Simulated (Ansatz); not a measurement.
# What DFT gives for TlPdI2

```
I Tl Pd
1.0
    -4.13136    4.13136    3.79451
     4.13136   -4.13136    3.79451
     4.13136    4.13136   -3.79451
I Tl Pd
4 2 2
Direct
  0.68200 0.18200 0.86400
  0.18200 0.31800 0.50000
  0.31800 0.81800 0.13600
  0.81800 0.68200 0.50000
  0.25000 0.25000 0.00000
  0.75000 0.75000 0.00000
  0.25000 0.75000 0.50000
  0.75000 0.25000 0.50000
```

The numbers come from plane-wave PAW DFT (Ansatz): PBE, no spin polarisation, 420 eV, 6×6×6 Γ-centred k points, fermi-dirac occupations (width 0.1 eV). Nothing was relaxed.

**Question.** Where is the largest force?

**Answer.** The largest is on I1 (and as large on other atoms): 0.54 eV/Å, components (-0.38, -0.38, 0.00). It makes 42° with the line to a nearest neighbour, Pd7 at 2.85 Å, pointing towards it.

**Question.** What happens at the Fermi level?

**Answer.** It is a metal, with about 9.2 states/eV a cell as the mean within 0.25 eV of the Fermi level, mostly Pd d (54 %) and I p (42 %).

**Question.** What does the stress say?

**Answer.** The pressure is -0.8 GPa (compression positive), so with the atoms held at these fractions the cell would first shrink.

**Question.** Give the Bader charges.

**Answer.** Bader charges in e: Tl +0.56, Pd +0.09, I -0.32. In the mean Tl gives up most and I takes most.

**Question.** Describe some of the short contacts.

**Answer.** I–Pd at 2.85 Å: least valence density 0.31 e/Å³ and ELF 0.27 there. Tl–I at 3.57 Å: least valence density 0.10 e/Å³ and ELF 0.12 there. Tl–Tl at 3.79 Å: least valence density 0.05 e/Å³ and ELF 0.05 there. These are pseudo-fields; inside the PAW spheres they differ from the all-electron ones.

Origin: a known structure type with other elements, at an estimated volume, so it need not be a known compound. Caveats: many states at the Fermi level without spin polarisation, so a magnetic state may lie lower.
